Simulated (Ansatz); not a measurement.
A plane-wave DFT run in Ansatz 0.2.0 (scalar-relativistic PAW potentials unless the input names others): input and command.

```yaml
crystal:
  lattice:
    - [5.702446109, 0.0, 0.0]
    - [-2.8512230545, 4.9384631941, 0.0]
    - [0.0, 0.0, 4.5098272319]
  atoms:
    - { symbol: Zr, position: [0.3333333333, 0.6666666667, 0.25] }
    - { symbol: Zr, position: [0.6666666667, 0.3333333333, 0.75] }
    - { symbol: Os, position: [0.8362030997, 0.6724061994, 0.25] }
    - { symbol: Os, position: [0.1637969003, 0.8362030997, 0.75] }
    - { symbol: Os, position: [0.3275938006, 0.1637969003, 0.25] }
    - { symbol: Os, position: [0.1637969003, 0.3275938006, 0.75] }
    - { symbol: Os, position: [0.8362030997, 0.1637969003, 0.25] }
    - { symbol: Os, position: [0.6724061994, 0.8362030997, 0.75] }
basis:
  ecutwfc: 420
kpoints:
  mp_grid: { grid: [12, 12, 8] }
hamiltonian:
  xc: pbe
scf:
  occupations: { method: gaussian, width: 0.1 }
  conv_thr: 0.3
  max_iter: 75
output:
  forces: true
  eigenvalues: true
  stress: true
```

```bash
ansatz run input.yaml --threads 1 --pin off --max-ram 2560MiB --backend cpu --events-out ev --progress --plain --runs-dir out
```

Q: What will the program do with this input?

A: The program refuses it, because of a keyword of another program (scf.conv_thr: not typed → 0.3). Without that key it is accepted.

Abridged log:
```
Error: YAML parse error: error: line 23 column 3: unknown field `conv_thr`, expected one of max_iter, algorithm, n_extra_bands, self_checks, convergence, lower_state_search, omitted_lower_state_checks, lower_solution_reach, mixing, occupations, eigensolver, initial_density, exx
  --> <input>:23:3
   |
21 | scf:
22 |   occupations: { method: gaussian, width: 0.1 }
23 |   conv_thr: 0.3
   |   ^ unknown field `conv_thr`, expected one of max_iter, algorithm, n_extra_bands, self_checks, convergence, lower_state_search, omitted_lower_state_checks, lower_solution_reach, mixing, occupations, eigensolver, initial_density, exx
24 |   max_iter: 75
25 | output:
   |
```